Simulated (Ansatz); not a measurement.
Below is a relaxed structure of ZnIn2O6. The cell was found from a structure generator's guess, not taken from experiment.

Computed with DFT PBE, scalar-relativistic, plane waves, PAW (Ansatz). Cutoff 420 eV, Γ-centred mesh, Gaussian smearing, collinear spin.

```
Zn In O
1.0
     6.06160    0.00000    0.00000
    -3.03080    5.24950    0.00000
     0.00000    0.00000    3.26447
Zn In O
1 2 6
Direct
  0.00000 0.00000 0.50000
  0.33333 0.66667 0.77400
  0.66667 0.33333 0.22600
  0.81136 0.62272 0.71950
  0.37728 0.18864 0.71950
  0.81136 0.18864 0.71950
  0.18864 0.37728 0.28050
  0.62272 0.81136 0.28050
  0.18864 0.81136 0.28050
```

The zero of energy is the elements' standard structures at the same level (O₂ as a molecule); no fitted shifts are applied.

(1) What space group does it have?

(2) What is its formation energy per atom?

(3) Is it a metal?

(4) Which magnetic moments does it keep?

(5) From what recipe could a structure generator have reached it?

## Answers

(1) P-3m1 (No. 164). Conventional cell: a = 6.062 Å, c = 3.264 Å. Zn is surrounded by 6 O at 2.11 Å; In has 6 O at 2.21–2.25 Å; O is surrounded by 1 Zn at 2.11 Å, 2 In at 2.21–2.25 Å, 2 O at 2.44 Å and 4 O at 2.63–2.70 Å.

(2) −0.46 eV/atom. A negative formation energy is needed for stability but isn't enough: competing phases decide.

(3) Yes, bands cross the Fermi level on the 6×6×12 mesh.

(4) 0.44 μB per atom net, the space between the atoms included; by site: O 0.6 (×6) μB.

(5) One such recipe: perovskite family, AX3 layers stacked AB, next cell at A (P-3m1, No. 164). Other recipes can lead to the same cell.

The last run used collinear spin, a 6×6×12 mesh (in the run's order of axes) for its 9-atom cell and Gaussian smearing of 0.10 eV. Another magnetic order may lie lower. A structure relaxed within its symmetry needn't be a true minimum.
